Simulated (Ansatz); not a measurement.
Clean, relaxed (001) surface of Co, space group P6_3/mmc (No. 194) (top face towards +c; atoms held fixed, by place in the list: 1):

```xyz
3
Lattice="2.4564 0.0000 0.0000 -1.2282 2.1273 0.0000 0.0000 0.0000 20.9695" Properties=species:S:1:pos:R:3 pbc="T T T"
Co    1.2282    0.7091    8.5000
Co    0.0000    1.4182   10.4563
Co    1.2282    0.7091   12.4124
```

Computed with DFT PBEsol, scalar-relativistic, plane waves, PAW in Ansatz 0.2.0. Cutoff 420 eV; k points 12×12×1 on the computed 3-atom cell (Γ-centred); Gaussian smearing, width 0.10 eV; collinear spin from starting moments 1.8 1.8 1.8 μB. The cell repeats along c with a dipole correction in the vacuum.

O (atom) is put at the hollow (Co-Co-Co) at (0.00, 0.00) site, one adsorbate per 5.2 Å², and relaxed. The adsorption energy is E(slab + adsorbate) − E(slab) − E(free adsorbate, spin-polarised where open-shell). Heights count from the highest slab atom after relaxation. Bonded neighbours lie within 1.25 times the sum of covalent radii (1.35 for H) and, on that scale, within 12 % of the closest. With the adsorbate the cell is lengthened along c to keep the vacuum.

Question: How strongly does it bind, and where does its anchoring atom end?

Answer: -5.32 eV; at (0.00, 0.00), 3 bonded neighbours (Co).

Question: How high does its anchoring atom sit over the highest slab atom, and what is the shortest contact with the surface?

Answer: 1.05 Å; O–Co 1.76 Å.

Question: The clean face has a work function of 5.12 eV. How does the adsorbate change it?

Answer: By +1.57 eV.

Question: What spin moment does the cell carry?

Answer: 3.52 μB.

Each end is the local minimum or symmetric point that its start leads to. The slab is only 4.0 Å thick, so the energies aren't converged with thickness.

For at least one of the starts the bottom face's work function also shifts by over 0.1 eV: the slab is too thin to screen the adsorbate, so the work functions aren't converged with thickness.

Semilocal functionals without U can misjudge the magnetic state of such a slab.